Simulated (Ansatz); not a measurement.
Relaxed Na (bcc, W type):

```
Na
1.0
   -4.22197     4.22197     4.22197
    2.11099    -2.11099     2.11099
    2.11099     2.11099    -2.11099
Na
2
Direct
  0.00000   0.00000   0.00000
  0.50000   0.00000   0.00000
```

The atoms are displaced by Q × the pattern below (from a DFPT mode at N = (0.5, 0.0, 0.0), largest move 1; Q in Å), at fixed cell. (q is in reciprocal vectors of the primitive cell; the cell shown is doubled to hold the pattern.)

```
atom      x       y       z
----  -----  ------  ------
Na1   0.000  -0.707  -0.707
Na2   0.000   0.707   0.707
```

Method: r2SCAN (plane waves to 500 eV, PAW, scalar-relativistic; Ansatz, a quantum-chemistry and plane-wave program). k mesh 8×16×16 (Γ-centred), Fermi-Dirac smearing 0.05 eV. The energy includes the smearing's −TS. With partly filled bands, energies and forces of such displacements shift with the k mesh and the smearing. Na was relaxed with its symmetry unable to fall. ΔE is measured from the undisplaced structure. The last digit holds for this mesh only.

| Q (Å) | ΔE (meV/cell) |
|---|---|
| -0.1000 | 15.38 |
| -0.0833 | 10.65 |
| -0.0667 | 6.80 |
| -0.0500 | withheld |
| -0.0333 | 1.69 |
| -0.0167 | 0.42 |
| 0.0000 | 0.00 |
| 0.0167 | 0.42 |
| 0.0333 | 1.69 |
| 0.0500 | withheld |
| 0.0667 | 6.80 |
| 0.0833 | 10.65 |
| 0.1000 | 15.38 |

Question: Fit an even polynomial form (powers 2, 4) to the given rows and predict ΔE at Q = -0.0500.

Answer: Least squares on the 11 given rows: ΔE = (1523)·Q² + (1514)·Q⁴, in meV/cell with Q in Å; root-mean-square residual 0.005 meV/cell. At -0.0500 the fit gives 3.82 meV/cell; the calculation gives 3.81 meV/cell, so the interpolation is off by 0.01 (+0.3 %). The quadratic term alone would give 3.81 meV/cell.

(A displaced cell: forces are minus the slopes of the energy, force constants its curvatures, and phonons follow from these.)
